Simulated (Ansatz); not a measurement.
## InP, first-principles data

InP:
```
CELL_PARAMETERS angstrom
      3.38718     0.00000     0.00000
      0.00000     3.38718     0.00000
      0.00000     0.00000     3.38718
ATOMIC_POSITIONS crystal
  In 0.00000 0.00000 0.00000
  P  0.50000 0.50000 0.50000
```

Space group Pm-3m (No. 221), CsCl type; conventional cell a = b = c = 3.3872 Å, α = β = γ = 90.00°.

Method: PBEsol in the plane-wave PAW code Ansatz. The cell and atoms are relaxed at this level. Other levels are named where they apply.

### Cell and energy

Volume per atom: 19.43 Å³
Density: 6.23 g/cm³
Formation energy from the elements (no fitted shifts): 312 meV/atom

### Electronic structure

- Electronic character = metallic (no gap)
- Density of states at the Fermi level = 0.57 states/eV per atom (mean over ±0.08 eV)
- Gap with spin–orbit coupling = none (metallic)

### Mechanics

- Bulk modulus (Birch–Murnaghan fit) = 757 kbar
- Pressure derivative B′ = 4.7
- Elastic constants (relaxed ions, GPa) = C11 = 80.2, C12 = 72.3, C44 = 11.9
- Mechanical stability = stable (all eigenvalues of C positive)
- Hill bulk and shear moduli = 74.9 and 7.6 GPa
- Young's modulus = 22.2 GPa
- Poisson's ratio = 0.45
- Debye temperature from the elastic constants = 140 K

### Phonons

* **Highest zone-centre frequency**: 14.3 meV
* **Zone-centre stability**: no imaginary mode at Γ

The cell is a constructed one: a structure type filled with these elements; neither database checked (COD, Materials Project) lists it. It is not the phase usual at ambient conditions (space group No. 216). The cell was relaxed with PBEsol under the symmetry of its start. As this level gives no gap, shear constants depend on the k-mesh and smearing (Fermi–Dirac, 0.1 eV here). As this level gives no gap, phonon frequencies hold no LO–TO term and depend on the k-mesh and smearing (Fermi–Dirac, 0.1 eV here). The references are the lowest solids computed at this level, not always the standard phases. Spin–orbit coupling is left out wherever it is not named.

Potentials: the later of the program's two PAW sets.
